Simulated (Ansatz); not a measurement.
NbCd3: frozen-core PAW against all-electron methods

```
Nb Cd
1.0
     4.21500    0.00000    0.00000
     0.00000    4.21500    0.00000
     0.00000    0.00000    4.21500
Nb Cd
1 3
Direct
  0.00000 0.00000 0.00000
  0.00000 0.50000 0.50000
  0.50000 0.00000 0.50000
  0.50000 0.50000 0.00000
```

Atoms are numbered in the order listed.

The cell comes from COD entry 2310296, which wasn't checked; take it as a given geometry.

Spin polarisation is left out, and whether a magnetic state lies lower isn't shown here.

All numbers are computed: DFT, PBE, PAW with Ansatz's default frozen-core files, scalar-relativistic (Ansatz 0.2.0); DFT, PBE, all-electron LAPW, scalar-relativistic (Ansatz 0.2.0).

For PAW: a Γ-centred 8×8×8 k mesh, Fermi–Dirac smearing of 0.03 eV, cutoff 420 eV, no spin polarisation. LAPW targets a basis error of 1 meV/atom. The Ansatz runs share mesh, smearing and spin set-up. Plane-wave (PAW) pressures include the program's estimate of the Pulay term.

Stress and pressure are positive in compression.

Levels count from the Fermi level.

PAW results:

```
                      quantity     PAW
                pressure (GPa)    7.20
highest filled level at R (eV)  -1.169
  lowest empty level at R (eV)   1.581
highest filled level at X (eV)  -0.778
  lowest empty level at X (eV)   1.072
```

What does full-potential LAPW give for the same quantities?


```tsv
quantity	LAPW
pressure (GPa)	7.18
highest filled level at R (eV)	-1.170
lowest empty level at R (eV)	1.582
highest filled level at X (eV)	-0.778
lowest empty level at X (eV)	1.072
```
